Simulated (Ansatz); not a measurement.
The cell of GaB3 is invented: random cell by space group and Wyckoff sites (Cmmm, No. 65). The dimensions are guesses.

```xyz
4
Lattice="1.6590 -2.6812 0.0000 1.6590 2.6812 0.0000 0.0000 0.0000 5.0196" Properties=species:S:1:pos:R:3 pbc="T T T"
Ga    1.6590    0.0000    2.5098
B     1.6590    1.9688    2.5098
B     1.6590   -1.9688    2.5098
B     0.0000    0.0000    0.0000
```

All numbers below come from DFT PBE, scalar-relativistic, plane waves, PAW (Ansatz). Cutoff 420 eV, Gaussian smearing, Γ-centred meshes. Cell and atoms relax first on a coarse mesh and then on a finer one. In between, the cell is made exact in the group found at 0.06 Å. In metals the finer mesh still leaves noise of several meV/atom or more. The steps can't lower the symmetry of their start. No spin polarisation.

A guess keeps its type if space group and coordination stay and the shape of the cell changes little (axis ratios within about 15 %, angles within 6°); the volume may change.

Task: Will the relaxed cell still be of the starting type?

Result: It doesn't keep its type. The symmetry stays Cmmm (No. 65). The volume per atom grows by 3.7 %, from 11.2 to 11.6 Å³. The shortest distance goes from 1.42 Å (B–B) to 1.67 Å (B–B). Counting neighbours within 15 % of an atom's shortest distance, the start has B 1/4, Ga 6 and the end B 3/4, Ga 2. In detail, at the end around Ga lie 2 B at 2.11 Å; B on a site of symmetry m2m has 3 B at 1.67–1.68 Å and 1 Ga at 2.11 Å; B on a site of symmetry mmm has 4 B at 1.68 Å.

Space group Cmmm (No. 65). a = 5.398 Å, b = 5.895 Å, c = 2.911 Å, α = 90.00°, β = 90.00°, γ = 90.00°
```tsv
atom	site	symmetry	x	y	z
Ga	2c	mmm	0.5000	0.0000	0.5000
B	4j	m2m	0.5000	0.3586	0.5000
B	2a	mmm	0.0000	0.0000	0.0000
```

Energies over the elements count from the elements' standard structures at the same level, with no fitted energy shifts.

Task: At what energy does it end?

Result: +0.58 eV/atom. It can't be a ground state, since the elements alone are lower.

The last run used a 12×12×16 mesh (in the run's order of axes) for its 4-atom cell and Gaussian smearing of 0.10 eV. Weakly bound directions are ill-defined at this level, which has no dispersion term. Symmetry constrained the relaxation, so the result can be a saddle point.

In counts of neighbours, a slash parts the counts of unlike sites.
